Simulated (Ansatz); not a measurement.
An Ansatz (a program for electronic structure) run. Input:

Ansatz 0.2 input:
```yaml
crystal:
  lattice:
    - [2.0743886247, 1.1976488309, 9.8266622014]
    - [-2.0743886247, 1.1976488309, 9.8266622014]
    - [0.0, -2.3952976617, 9.8266622014]
  atoms:
    - { symbol: Bi, position: [0.3989853922, 0.3989853922, 0.3989853922] }
    - { symbol: Bi, position: [0.6010146078, 0.6010146078, 0.6010146078] }
    - { symbol: Se, position: [0.0, 0.0, 0.0] }
    - { symbol: Se, position: [0.2151188533, 0.2151188533, 0.2151188533] }
    - { symbol: Se, position: [0.7848811467, 0.7848811467, 0.7848811467] }
kpoints:
  mp_grid: { grid: [8, 8, 8] }
hamiltonian:
  xc: r2scan
  dispersion: d4
  pseudopotentials: { kind: paw }
scf:
  occupations: { method: fixed }
checkpoint: { read: static.run }
output: { write_density: true, elf: true, volumetric_format: npy }
```

Output (shortened):

```
WARN checkpoint.read: basis.fft_grid_basis: the saved state records [[1, 0, -1], [0, 1, -1], [0, 0, 1]] …
Pseudopotential: Bi, paw, valence charge 15
Pseudopotential: Se, paw, valence charge 16
Functional definition: r2SCAN
Crystal: 5 atoms, lattice volume = 146.480 Å³
Basis set: ecut = 500 eV, 3707 PW (Γ), FFT grids on a1−a3, a2−a3, a3, exchange–correlation on 128×128×300 points (64 copies of the dense FFT grid, shifted against one another)
Bands: 47, of which v1, the nominal top of the filled ones, is band 39 counted from 1 (38 counted from 0)
Symmetry: 12 space group operations
Space group: R-3m (ITA 166), of the structure as read, at distance tolerance 5.3e-5 Å
k-points: 65 of 512
Stability of the state it starts from, as read at its close in the unpolarized treatment …
iter 1 solved again at ethr=1.12e-8 eV; its pass at ethr=3.10e-3 eV (dr2=8.76e-6 eV) is discarded
SCF iter   1: F=—  HF=-41259.367534 eV  |F-HF|=—  |Δ(HF+E_count)|=         —  Δρ=2.31e-7  dr2=1.19e-10  dr2_τ=2.62e-12  ethr=1.12e-8  ⟨swp⟩=4.1  Hψ=19430  notcnv=0  defer=386
preconditioner: auto → Resta (q_TF=auto, 2.456 Å⁻¹)
SCF iter   2: F=-41259.367534 eV  HF=-41259.367534 eV  |F-HF|=1.46e-11  |Δ(HF+E_count)|=   7.45e-9  Δρ=1.34e-7  dr2=4.96e-11  dr2_τ=3.06e-12  ethr=1.00e-12  ⟨swp⟩=11.7  Hψ=16813  notcnv=0
SCF 1 converged in 2 iterations: F = -41259.367534 eV  dr2 = 4.96e-11
SCF converged after 2 iterations
Free energy (F): -41259.367534 eV
Harris-Foulkes:  -41259.367534 eV  (|F-HF|=1.46e-11)
Internal energy: -41259.367534 eV  (E = F + TS)
E sigma→0 (E₀):  -41259.367534 eV
Fermi energy:    8.273008 eV
--- Per-component energies (eV) ---
  E_band       = -1435.307009
  E_kinetic    = 955.393071
  E_local      = -10673.032472  (includes V_loc(G=0)·N_el)
  E_nonlocal   = -659.193832
  E_hartree    = 4752.941272
  E_xc         = -577.925631
  E_vxc        = -631.478859  (∫ρ·V_xc dr)
  E_paw        = -27151.205128  (= ΣΔE_a)
  E_vpaw       = 30.057417  (= ΣTr[D̂ρ^β])
  E_aug_tail   = -0.001188  (compensation charges beyond the density's cutoff)
  E_vtau       = 37.066523  (kinetic-family band-sum trace: ∫τ·v_τ [+ j·A + Jᵃ·Aᵃ] dr)
  E_ewald      = -7902.068818
  E_disp       = -0.731592  (pairwise vdW)
  E_core_change = -3.543216  (= ΣΔE_core)
  E_smearing   =  0.000000  (= −TS)
  E_closure    = 0.000000  (closes the sum)
  Σ components = -41259.367534   (vs F -41259.367534, Δ=0.00e0)
  [band-id]    e_kinetic+e_local+e_nonlocal+2·e_hartree+e_vxc+e_vpaw+e_augmentation_tail+e_vtau = -1435.306796   (vs E_band -1435.307009, Δ=2.13e-4)
--- Band table (eV; the first three rows and the last of 65) ---
  k-point 0: bands = ["-39.7356", "-39.7356", "-39.7355", "-39.7355", "-39.7238", "-39.7238", "-39.7235", "-39.7235", "-39.7177", "-39.7177", "-39.6176", "-39.6103", "-39.6103", "-39.5792", "-39.5792", "-15.5540", "-15.5540", "-15.5520", "-15.5520", …
  k-point 1: bands = ["-39.7356", "-39.7355", "-39.7355", "-39.7354", "-39.7238", "-39.7238", "-39.7235", "-39.7235", "-39.7177", "-39.7177", "-39.6176", "-39.6103", "-39.6103", "-39.5792", "-39.5792", "-15.5565", "-15.5540", "-15.5503", "-15.5483", …
  k-point 2: bands = ["-39.7355", "-39.7355", "-39.7355", "-39.7354", "-39.7238", "-39.7238", "-39.7235", "-39.7235", "-39.7177", "-39.7176", "-39.6176", "-39.6103", "-39.6103", "-39.5792", "-39.5792", "-15.5639", "-15.5602", "-15.5428", "-15.5407", …
  k-point 64: bands = ["-39.7356", "-39.7356", "-39.7355", "-39.7355", "-39.7238", "-39.7238", "-39.7235", "-39.7235", "-39.7177", "-39.7177", "-39.6176", "-39.6103", "-39.6103", "-39.5792", "-39.5792", "-15.5540", "-15.5540", "-15.5520", "-15.5520", …
```

Cost: roughly 30 core-seconds on shared cores.

The cell was relaxed with r²SCAN+D4 under the symmetry of its start. Spin–orbit coupling is left out wherever it is not named.

Potentials: the later of the program's two PAW sets.

Ansatz is a plane-wave DFT program.
